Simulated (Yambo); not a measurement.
Yambo run on BaHI (space group P4/nmm, No. 129). The wavefunctions come from this Quantum ESPRESSO step (PBEsol, PseudoDojo standard norm-conserving files, fully relativistic):

```
&CONTROL
  calculation = 'nscf'
  pseudo_dir = './pseudo'
  outdir = './out'
/
&SYSTEM
  ibrav = 0
  nat = 6
  ntyp = 3
  ecutwfc = 72.0
  ecutrho = 288.0
  occupations = 'fixed'
  force_symmorphic = .true.
  nbnd = 360
  noncolin = .true.
  lspinorb = .true.
/
&ELECTRONS
  conv_thr = 6.000000000000001e-09
  diago_full_acc = .true.
  diago_thr_init = 1e-08
/
ATOMIC_SPECIES
H 1.0080 H.upf
I 126.9045 I.upf
Ba 137.3270 Ba.upf
CELL_PARAMETERS angstrom
  4.775810000000   0.000000000000   0.000000000000
  0.000000000000   4.775810000000   0.000000000000
  0.000000000000   0.000000000000   7.800230000000
ATOMIC_POSITIONS crystal
H   0.500000000000   0.500000000000   0.000000000000
H   0.000000000000   0.000000000000   0.000000000000
I   0.000000000000   0.500000000000   0.659570000000
I   0.500000000000   0.000000000000   0.340430000000
Ba   0.500000000000   0.000000000000   0.826900000000
Ba   0.000000000000   0.500000000000   0.173100000000
K_POINTS automatic
2 2 2 0 0 0
```

Yambo input:

```
rim_cut
gw0
dyson
el_el_corr
HF_and_locXC
ppa
em1d
RandQpts= 1000000
RandGvec= 1 Ry
EXXRLvcs= 72 Ry
VXCRLvcs= 288 Ry
Chimod= "HARTREE"
% BndsRnXp
 1 | 358 |
%
NGsBlkXp= 6 Ry
% LongDrXp
 1.0 | 1.0 | 1.0 |
%
PPAPntXp= 27.2114 eV
% GbndRnge
 1 | 358 |
%
GTermKind= "BG"
DysSolver= "n"
ExtendOut
% QPkrange
 1 | 1 | 36 | 37 |
 2 | 2 | 34 | 38 |
 5 | 5 | 36 | 37 |
 6 | 6 | 36 | 37 |
%
```

k points by index: 1 = Γ, 2 = Z, 5 = M, 6 = A.

Table of the .qp output:

```
#    K-point    Band    Eo [eV]    E [eV]    E-Eo [eV]    Vxc [eV]    Vnlxc [eV]    Sc|Eo [eV]    Sc|E [eV]    dSc/dw|Eo [eV]    Re(Z)    Im(Z)
#
    1    36    -0.847255    -1.851129    -1.003874    -11.14198    -13.98106    1.597136    1.835209    -6.452577    0.808321    -0.001429
    1    37    2.957253    3.526064    0.568811    -8.559818    -4.232985    -3.638274    -3.758023    -5.727335    0.826119    -0.001328
    2    34    -0.774607    -1.779354    -1.004747    -11.22557    -14.06755    1.599231    1.837238    -6.445179    0.808499    -0.001421
    2    35    0.000000    -0.910940    -0.910940    -11.25030    -13.89713    1.510537    1.735885    -6.730736    0.801697    -0.001497
    2    36    0.000000    -0.911139    -0.911139    -11.25030    -13.89713    1.510279    1.735686    -6.731013    0.801690    -0.001497
    2    37    2.550407    3.051391    0.500983    -8.140137    -4.060621    -3.475381    -3.578533    -5.601341    0.829292    -0.001305
    2    38    2.550407    3.051282    0.500874    -8.140137    -4.060621    -3.475510    -3.578641    -5.601480    0.829288    -0.001305
    5    36    -1.090218    -2.119429    -1.029211    -10.42064    -13.71682    1.980755    2.266967    -7.565890    0.782442    -0.001965
    5    37    3.061712    3.657925    0.596214    -8.549668    -4.172801    -3.656592    -3.780653    -5.660934    0.827788    -0.001329
    6    36    -1.000082    -1.999068    -0.998987    -10.38332    -13.48036    1.825941    2.098051    -7.410818    0.785948    -0.001849
    6    37    4.347942    5.031049    0.683107    -9.525458    -4.827727    -3.864437    -4.014624    -5.981328    0.819798    -0.001406
```
(The two width columns are left out.) Convergence of these settings isn't established.

Geometry of the Materials Project entry, not relaxed at this level.
